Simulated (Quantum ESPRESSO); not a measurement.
# Mo4S6Se2: one run as intended and one with a planted mistake

Simulated, not a measurement. The program is pw.x of Quantum ESPRESSO 7.5 (plane-wave density functional theory). The cell is made up: 12 atoms on a layered 2H lattice, with randomly drawn elements, strain and displacements, not relaxed. PseudoDojo standard norm-conserving files (v0.5 for PBE, v0.4.1 for LDA and PBEsol) set the functional; there is no spin polarisation, spin-orbit coupling or dispersion term, and the masses in the input are unused placeholders.

Intended input:

```
&control calculation='scf', pseudo_dir='./dojo.nc.sr.pbe.v0_5.standard.upf', outdir='./o', disk_io='low', tprnfor=.true., tstress=.true. /
&system ibrav=0, nat=12, ntyp=3, nbnd=68, ecutwfc=85.99341389, nosym=.true., tot_charge=0,
 occupations='smearing', smearing='fd', degauss=0.0018374661
/
&electrons conv_thr=7.350e-09, electron_maxstep=60, /
ATOMIC_SPECIES
Mo 1.0 Mo.upf
S 1.0 S.upf
Se 1.0 Se.upf
CELL_PARAMETERS angstrom
3.193 -0.0466 -0.023
-0.0807 5.5369 -0.0005
-0.0914 -0.0012 12.5351
ATOMIC_POSITIONS angstrom
Mo -0.1194 1.8339 3.1591
Mo 1.621 0.9731 9.2854
Mo 1.6782 4.5554 3.2143
Mo -0.2543 3.8915 9.42
S -0.1012 1.9698 7.8661
S -0.1942 1.7444 10.9736
S 1.4641 1.0221 1.4904
Se 1.5909 0.8911 4.5306
S 1.5285 4.7214 7.8544
S 1.5203 4.6148 10.9369
Se -0.1585 3.6541 1.5717
S -0.1212 3.5932 4.9147
K_POINTS automatic
7 4 2 1 1 1
```

The log is shortened where brackets say so; the opening notice, blank lines, dates and the lines on written files are dropped, and the path of the files is cut. It prints rydbergs, bohrs and kilobars, and counts compression as positive stress.

Log of the intended run:

```
     Program PWSCF v.7.5
     Parallel version (MPI & OpenMP), running on       4 processor cores
     Number of MPI processes:                 4
     Threads/MPI process:                     1
     [start-up lines left out]
     bravais-lattice index     =            0
     lattice parameter (alat)  =       6.0347  a.u.
     unit-cell volume          =    1495.1156 (a.u.)^3
     number of atoms/cell      =           12
     number of atomic types    =            3
     number of electrons       =       124.00
     number of Kohn-Sham states=           68
     kinetic-energy cutoff     =      85.9934  Ry
     charge density cutoff     =     343.9737  Ry
     scf convergence threshold =      7.3E-09
     mixing beta               =       0.7000
     number of iterations used =            8  plain     mixing
     Exchange-correlation= PBE
                           (   1   4   3   4   0   0   0)
     [axes and pseudopotential details left out]
   Cartesian axes
     site n.     atom                  positions (alat units)
         1        Mo     tau(   1) = (  -0.0373893   0.5742741   0.9892520  )
         2        Mo     tau(   2) = (   0.5076058   0.3047201   2.9076638  )
         3        Mo     tau(   3) = (   0.5255176   1.4264945   1.0065375  )
         4        Mo     tau(   4) = (  -0.0796324   1.2185984   2.9498129  )
         5        S      tau(   5) = (  -0.0316901   0.6168303   2.4632190  )
         6        S      tau(   6) = (  -0.0608125   0.5462477   3.4363128  )
         7        S      tau(   7) = (   0.4584736   0.3200641   0.4667093  )
         8        Se     tau(   8) = (   0.4981802   0.2790423   1.4187285  )
         9        S      tau(   9) = (   0.4786400   1.4784763   2.4595553  )
        10        S      tau(  10) = (   0.4760722   1.4450952   3.4248205  )
        11        Se     tau(  11) = (  -0.0496333   1.1442581   0.4921678  )
        12        S      tau(  12) = (  -0.0379530   1.1251877   1.5390070  )
     number of k points=    28  Fermi-Dirac smearing, width (Ry)=  0.0018
                       cart. coord. in units 2pi/alat
        k(    1) = (   0.0729685   0.0731634   0.0642287), wk =   0.0714286
        k(    2) = (   0.0720505   0.0731385  -0.0631573), wk =   0.0714286
     [further k points left out]
     Dense  grid:   161001 G-vectors     FFT dimensions: (  36,  64, 144)
     Estimated max dynamical RAM per process >     422.14 MB
     Estimated total dynamical RAM >       1.53 GB
     Initial potential from superposition of free atoms
     starting charge     123.9939, renormalised to     124.0000
     Starting wfcs are   82 randomized atomic wfcs
     total cpu time spent up to now is       10.2 secs
     per-process dynamical memory:   310.2 Mb
     Self-consistent Calculation
     iteration #  1     ecut=    85.99 Ry     beta= 0.70
     Davidson diagonalization with overlap
     ethr =  1.00E-02,  avg # of iterations =  2.0
     total cpu time spent up to now is       31.2 secs
     total energy              =   -1178.76084939 Ry
     estimated scf accuracy    <       1.56598596 Ry
     iteration #  2     ecut=    85.99 Ry     beta= 0.70
     Davidson diagonalization with overlap
     ethr =  1.26E-03,  avg # of iterations =  7.0
     total cpu time spent up to now is       62.9 secs
     total energy              =   -1176.88247294 Ry
     estimated scf accuracy    <      21.80010848 Ry
     [iterations 3 to 21 left out]
     iteration # 22     ecut=    85.99 Ry     beta= 0.70
     Davidson diagonalization with overlap
     ethr =  5.05E-11,  avg # of iterations =  2.8
     total cpu time spent up to now is      438.1 secs
     total energy              =   -1179.68648618 Ry
     estimated scf accuracy    <          9.7E-09 Ry
     iteration # 23     ecut=    85.99 Ry     beta= 0.70
     Davidson diagonalization with overlap
     ethr =  7.85E-12,  avg # of iterations =  5.7
     total cpu time spent up to now is      456.9 secs
     End of self-consistent calculation
     [lines on levels left out]
!    total energy              =   -1179.68648618 Ry
     estimated scf accuracy    <          1.1E-09 Ry
     smearing contrib. (-TS)   =      -0.00000003 Ry
     internal energy E=F+TS    =   -1179.68648615 Ry
     The total energy is F=E-TS. E is the sum of the following terms:
     one-electron contribution =    -739.76022358 Ry
     hartree contribution      =     417.99530042 Ry
     xc contribution           =    -217.61299332 Ry
     ewald contribution        =    -640.30856968 Ry
     convergence has been achieved in  23 iterations
     Forces acting on atoms (cartesian axes, Ry/au):
     atom    1 type  1   force =     0.09701277    0.07527491   -0.13646282
     atom    2 type  1   force =    -0.13693031   -0.00103445    0.09941461
     atom    3 type  1   force =    -0.14547567   -0.06352770   -0.03566629
     atom    4 type  1   force =     0.15327219   -0.12437087   -0.00884236
     atom    5 type  2   force =     0.04184683    0.02612121   -0.03953895
     atom    6 type  2   force =     0.06805302    0.06649931   -0.01531570
     atom    7 type  2   force =     0.01127006   -0.05181062    0.03190453
     atom    8 type  3   force =    -0.08153989   -0.00540493    0.26770285
     atom    9 type  2   force =    -0.05926916   -0.01717599   -0.06759071
     atom   10 type  2   force =    -0.06699728    0.04765672    0.03404763
     atom   11 type  3   force =     0.07725001    0.02988721   -0.07295677
     atom   12 type  2   force =     0.04150745    0.01788519   -0.05669602
     Total force =     0.506988     Total SCF correction =     0.000167
     Computing stress (Cartesian axis) and pressure
          total   stress  (Ry/bohr**3)                   (kbar)     P=       99.08
   0.00058949   0.00010772  -0.00017820           86.72       15.85      -26.21
   0.00010772   0.00061694   0.00025805           15.85       90.76       37.96
  -0.00017820   0.00025805   0.00081425          -26.21       37.96      119.78
     init_run     :      9.66s CPU     10.09s WALL (       1 calls)
     electrons    :    437.35s CPU    446.77s WALL (       1 calls)
     forces       :      3.17s CPU      3.23s WALL (       1 calls)
     stress       :     10.29s CPU     10.55s WALL (       1 calls)
     [timing details left out]
     PWSCF        :   7m40.64s CPU   7m50.97s WALL
     JOB DONE.
```

A second run has one planted mistake: the k-point mesh is too coarse. The input lines that differ, file-writing options aside:

```
- 7 4 2 1 1 1
+ 2 2 2 1 1 1
```

Its log:

```
     Program PWSCF v.7.5
     Parallel version (MPI & OpenMP), running on       4 processor cores
     Number of MPI processes:                 4
     Threads/MPI process:                     1
     [start-up lines left out]
     bravais-lattice index     =            0
     lattice parameter (alat)  =       6.0347  a.u.
     unit-cell volume          =    1495.1156 (a.u.)^3
     number of atoms/cell      =           12
     number of atomic types    =            3
     number of electrons       =       124.00
     number of Kohn-Sham states=           68
     kinetic-energy cutoff     =      85.9934  Ry
     charge density cutoff     =     343.9737  Ry
     scf convergence threshold =      7.3E-09
     mixing beta               =       0.7000
     number of iterations used =            8  plain     mixing
     Exchange-correlation= PBE
                           (   1   4   3   4   0   0   0)
     [axes and pseudopotential details left out]
   Cartesian axes
     site n.     atom                  positions (alat units)
         1        Mo     tau(   1) = (  -0.0373893   0.5742741   0.9892520  )
         2        Mo     tau(   2) = (   0.5076058   0.3047201   2.9076638  )
         3        Mo     tau(   3) = (   0.5255176   1.4264945   1.0065375  )
         4        Mo     tau(   4) = (  -0.0796324   1.2185984   2.9498129  )
         5        S      tau(   5) = (  -0.0316901   0.6168303   2.4632190  )
         6        S      tau(   6) = (  -0.0608125   0.5462477   3.4363128  )
         7        S      tau(   7) = (   0.4584736   0.3200641   0.4667093  )
         8        Se     tau(   8) = (   0.4981802   0.2790423   1.4187285  )
         9        S      tau(   9) = (   0.4786400   1.4784763   2.4595553  )
        10        S      tau(  10) = (   0.4760722   1.4450952   3.4248205  )
        11        Se     tau(  11) = (  -0.0496333   1.1442581   0.4921678  )
        12        S      tau(  12) = (  -0.0379530   1.1251877   1.5390070  )
     number of k points=     4  Fermi-Dirac smearing, width (Ry)=  0.0018
                       cart. coord. in units 2pi/alat
        k(    1) = (   0.2526634   0.1478767   0.0655461), wk =   0.5000000
        k(    2) = (   0.2517455   0.1478518  -0.0618399), wk =   0.5000000
     [further k points left out]
     Dense  grid:   161001 G-vectors     FFT dimensions: (  36,  64, 144)
     Estimated max dynamical RAM per process >     275.90 MB
     Estimated total dynamical RAM >     985.69 MB
     Initial potential from superposition of free atoms
     starting charge     123.9939, renormalised to     124.0000
     Starting wfcs are   82 randomized atomic wfcs
     total cpu time spent up to now is        3.5 secs
     per-process dynamical memory:   159.7 Mb
     Self-consistent Calculation
     iteration #  1     ecut=    85.99 Ry     beta= 0.70
     Davidson diagonalization with overlap
     ethr =  1.00E-02,  avg # of iterations =  2.0
     total cpu time spent up to now is        6.3 secs
     total energy              =   -1178.96501476 Ry
     estimated scf accuracy    <       1.46663962 Ry
     iteration #  2     ecut=    85.99 Ry     beta= 0.70
     Davidson diagonalization with overlap
     ethr =  1.18E-03,  avg # of iterations =  8.2
     total cpu time spent up to now is       10.8 secs
     total energy              =   -1177.09405543 Ry
     estimated scf accuracy    <      19.96720246 Ry
     [iterations 3 to 20 left out]
     iteration # 21     ecut=    85.99 Ry     beta= 0.70
     Davidson diagonalization with overlap
     ethr =  1.07E-11,  avg # of iterations =  7.8
     total cpu time spent up to now is       70.8 secs
     total energy              =   -1179.81361770 Ry
     estimated scf accuracy    <       0.00000001 Ry
     iteration # 22     ecut=    85.99 Ry     beta= 0.70
     Davidson diagonalization with overlap
     ethr =  1.07E-11,  avg # of iterations =  2.0
     total cpu time spent up to now is       73.1 secs
     End of self-consistent calculation
     [lines on levels left out]
!    total energy              =   -1179.81361770 Ry
     estimated scf accuracy    <          6.8E-09 Ry
     smearing contrib. (-TS)   =      -0.00000000 Ry
     internal energy E=F+TS    =   -1179.81361770 Ry
     The total energy is F=E-TS. E is the sum of the following terms:
     one-electron contribution =    -739.94285888 Ry
     hartree contribution      =     418.01512903 Ry
     xc contribution           =    -217.57731817 Ry
     ewald contribution        =    -640.30856968 Ry
     convergence has been achieved in  22 iterations
     Forces acting on atoms (cartesian axes, Ry/au):
     atom    1 type  1   force =     0.09439249    0.04597431   -0.12164191
     atom    2 type  1   force =    -0.11349342    0.01748938    0.09424292
     atom    3 type  1   force =    -0.11859976   -0.07733974   -0.03586549
     atom    4 type  1   force =     0.13119252   -0.10067173   -0.00185665
     atom    5 type  2   force =     0.03344711    0.01471258   -0.02996083
     atom    6 type  2   force =     0.05795013    0.06028731   -0.01965462
     atom    7 type  2   force =     0.01175543   -0.04345268    0.03312500
     atom    8 type  3   force =    -0.07912202    0.01185358    0.24764523
     atom    9 type  2   force =    -0.05012443   -0.03086341   -0.05959658
     atom   10 type  2   force =    -0.05915361    0.03744747    0.01897307
     atom   11 type  3   force =     0.06493036    0.03827406   -0.06642897
     atom   12 type  2   force =     0.02682519    0.02628886   -0.05898118
     Total force =     0.451993     Total SCF correction =     0.000412
     Computing stress (Cartesian axis) and pressure
          total   stress  (Ry/bohr**3)                   (kbar)     P=       83.51
   0.00061484   0.00012597  -0.00018996           90.45       18.53      -27.94
   0.00012597   0.00045466   0.00029438           18.53       66.88       43.31
  -0.00018996   0.00029438   0.00063360          -27.94       43.31       93.21
     init_run     :      3.22s CPU      3.33s WALL (       1 calls)
     electrons    :     68.38s CPU     69.67s WALL (       1 calls)
     forces       :      0.82s CPU      0.86s WALL (       1 calls)
     stress       :      1.78s CPU      1.81s WALL (       1 calls)
     [timing details left out]
     PWSCF        :   1m14.35s CPU   1m15.89s WALL
     JOB DONE.
```

|  | intended run | run with the mistake |
| --- | --- | --- |
| free energy (eV) | -16050.452 | -16052.182 |
| smearing term -TS (eV) | 0.0000 | 0.0000 |
| pressure (GPa) | 9.91 | 8.35 |
| largest force component (eV/Å) | 6.883 | 6.367 |
| largest change of a force component (eV/Å) |  | 0.753 |
| iterations | 23 | 22 |

For scale, a rerun of the intended cell at a cutoff of 1467 eV and k mesh 9 x 6 x 4 moved values by no more than 0.002 eV in energy, 0.02 GPa in stress and 0.004 eV/Å in force.